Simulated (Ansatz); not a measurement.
VO2 (rutile)

```xyz
6
Lattice="4.5372 0.0000 0.0000 0.0000 4.5372 0.0000 0.0000 0.0000 2.8031" Properties=species:S:1:pos:R:3 pbc="T T T"
V      0.0000     0.0000     0.0000
V      2.2686     2.2686     1.4016
O      1.3565     1.3565     0.0000
O      3.6251     0.9121     1.4016
O      0.9121     3.6251     1.4016
O      3.1807     3.1807     0.0000
```

The slice is a (010) plane (indices of the conventional cell) through the point (0.500, 0.500, 0.500) (fractional), spanned by u = [001] and v = [100] in vectors of this cell: u (2.80 Å) and v (4.54 Å, at 90° to u). It covers one period; positions are fractions (u, v).

Calculation: PBEsol (plane waves to 420 eV, PAW, scalar-relativistic; Ansatz, a quantum-chemistry and plane-wave program). k mesh 10×10×17. Inside the PAW spheres the values are not all-electron values, and peaks at nuclei hang on which shells count as valence. Relaxed VO2 ends ferromagnetic. The PAW data are Ansatz's earlier set. This is a high-temperature form of VO2. VO2 is run spin-polarised and with no Hubbard U. VO2 was relaxed with its symmetry unable to fall. Other magnetic orders were not checked, so this need not be the ground state.

Question: Sketch the valence electron density on this plane as a map.

Answer: 
```
|@@@@@@%%**++------------++**%%@@@@|
|@@@@%%##**==------------==**##%%@@|
|%%%%##**++==------------==++**##%%|
|##****++====--========--====++****|
|++++====------========------====++|
|--------------========------------|
|::::::::::----------------::::::::|
|::::::::::::------------::::::::::|
|........::::::::::::::::::::......|
|..............::::::::............|
|  ..      ................      ..|
|                                  |
|                                  |
|                                  |
|                                  |
|                                  |
|  ..      ................      ..|
|..............::::::::............|
|........::::::::::::::::::::......|
|::::::::::::------------::::::::::|
|::::::::::----------------::::::::|
|--------------========------------|
|++++====------========------====++|
|##****++====--========--====++****|
|%%%%##**++==------------==++**##%%|
|@@@@%%##**==------------==**##%%@@|
|@@@@@@%%**++------------++**%%@@@@|
|@@@@@@%%**++------------++**%%@@@@|
```
Scale: ten equal steps from -1.46 (start of ' ') to 1.23 (end of '@'), in the order ' .:-=+*#%@'. Values: log₁₀ of the valence density in e/Å³. The map has 17 points along u (two characters each, u = 0 at the left) and 28 along v (v = 0 in the bottom row). The scale is logarithmic, as a density can span decades between atoms and voids.
